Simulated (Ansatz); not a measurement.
CdO: computed property card

CdO:
```
CdO
1.0
    2.88120     0.00000     0.00000
    0.00000     2.88120     0.00000
    0.00000     0.00000     2.88120
Cd O
1 1
Cartesian
  0.00000   0.00000   0.00000
  1.44060   1.44060   1.44060
```

Space group Pm-3m (No. 221), CsCl type; conventional cell a = b = c = 2.8812 Å, α = β = γ = 90.00°.

Method: PBEsol (plane waves, PAW; program Ansatz). Geometry: relaxed at this level of theory. Other levels are named where they apply.

Cell and energy:

- Volume per atom: 11.96 Å³
- Density: 8.92 g/cm³
- Formation energy from the elements (no fitted shifts): -0.66 eV/atom

Electronic structure:

* **Electronic character**: metallic (no gap)
* **Density of states at the Fermi level**: 0.12 states/eV per atom (mean over ±0.08 eV)
* **Gap with spin–orbit coupling**: none (metallic)

Mechanics:

- Bulk modulus (Birch–Murnaghan fit) = 151 GPa
- Pressure derivative B′ = 4.9
- Elastic constants (relaxed ions, GPa) = C11 = 328, C12 = 62.2, C44 = -25.9
- Mechanical stability = unstable (C has a negative eigenvalue)

Phonons:

Highest zone-centre frequency: 127 cm⁻¹
Zone-centre stability: no imaginary mode at Γ

The start of the workflow was typed in or built on a structure type; neither database checked (COD, Materials Project) lists it. It is not the phase usual at ambient conditions (space group No. 225). The PBEsol relaxation kept the symmetry of its start. As this level gives no gap, shear constants depend on the k-mesh and smearing (Fermi–Dirac, 0.1 eV here). As this level gives no gap, phonon frequencies hold no LO–TO term and depend on the k-mesh and smearing (Fermi–Dirac, 0.1 eV here). The references are the lowest solids computed at this level, not always the standard phases (solids in place of the gases). Spin–orbit coupling is left out wherever it is not named.

Potentials: the later of the program's two PAW sets.
